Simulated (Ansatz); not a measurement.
Mg2Sn (antifluorite type, space group Fm-3m)

```
Mg2Sn
1.0
    0.00000     3.40806     3.40806
    3.40806     0.00000     3.40806
    3.40806     3.40806     0.00000
Sn Mg
1 2
Direct
  0.00000   0.00000   0.00000
  0.25000   0.25000   0.25000
  0.75000   0.75000   0.75000
```

The slice is a {111} plane (indices of the conventional cell) through the point (0.000, 0.000, 0.000) (fractional), spanned by u = [100] and v = [-1 2 0] in vectors of this cell: u (4.82 Å) and v (8.35 Å, at 90° to u). It covers one period; positions are fractions (u, v).

The numbers are results of PBE (plane waves to 420 eV, PAW, scalar-relativistic; Ansatz, a program for electronic structure), not measurements. k mesh 12×12×12. Near the nuclei the fields are pseudised (PAW); where an atom keeps semicore shells as valence, they peak there. At this level the bands of Mg2Sn touch or barely overlap; measurements give the solid a gap. Mg2Sn was relaxed with its symmetry unable to fall.

Predict the map of the electron localisation function (ELF) on the slice.


```
|xx:=#@%*+*%@#=:x|
|.:=+%@#=:=#@%+=:|
|==+#@@=. .=@@#+=|
|**%@@#:   :#@@%*|
|@@@@%+.   .+%@@@|
|%%%#*=:   :=*#%%|
|--+++++---+++++-|
|  :=*#%%%%%#*=: |
|  .+%@@@@@@@%+. |
|  :#@@%***%@@#: |
| .=@@#+===+#@@=.|
|:=#@%+=:.:=+%@#=|
|+*%@#=:xxx:=#@%*|
|+*@@*=.xxx.=*@@*|
|+*%@#=:xxx:=#@%*|
|:=#@%+=:.:=+%@#=|
| .=@@#+===+#@@=.|
|  :#@@%***%@@#: |
|  .+%@@@@@@@%+. |
|  :=*#%%%%%#*=: |
|--+++++---+++++-|
|%%%#*=:   :=*#%%|
|@@@@%+.   .+%@@@|
|**%@@#:   :#@@%*|
|==+#@@=. .=@@#+=|
|.:=+%@#=:=#@%+=:|
|xx:=#@%*+*%@#=:x|
|xx.=*@@*+*@@*=.x|
```
Scale: ten equal steps from 0.03 (start of ' ') to 0.65 (end of '@'), in the order ' .:-=+*#%@'. Values: electron localisation function (ELF). The map has 16 points along u (one character each, u = 0 at the left) and 28 along v (v = 0 in the bottom row). Points within 0.5 Å of a nucleus are blanked (x), as the pseudised field means little there.
